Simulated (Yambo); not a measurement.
**How GW settings move the gap: Si**

G0W0@PBE for Si (diamond, space group Fd-3m, No. 227) in Yambo. Reference settings: 4×4×4 Γ-centred k mesh, 148 bands and a 14 Ry block in the screening, 148 bands in G with the Bruneval-Gonze terminator, plasmon pole fitted at 27.2 eV. The PBE gap Γ → X on this mesh is 0.72 eV; G0W0 gaps are taken between the same points.

```csv
change from the reference,G0W0 gap Γ → X (eV),shift of the valence edge (eV),rough Yambo cost
reference settings,1.33,-0.73,1
"90 bands in W, 90 bands in G",1.32,-0.67,about 1/2
6 Ry block,1.25,-0.60,about 1/6
no random integration,1.31,-0.54,–
"47 bands in G, no terminator",1.25,-0.48,–
```

The reference isn't shown to be the converged limit. Costs are rough (shared machines), scaled to the same edge states, and given only for runs that recompute the screening. The mesh misses a band edge: along a dense path the PBE gap is 0.59 eV against 0.72 eV on the mesh.

Geometry of the Materials Project entry, not relaxed at this level; primitive cell a = 3.8493 Å, b = 3.8493 Å, c = 3.8493 Å, α = 60.00°, β = 60.00°, γ = 60.00°.

A shift is the quasiparticle energy of the state minus its PBE energy.
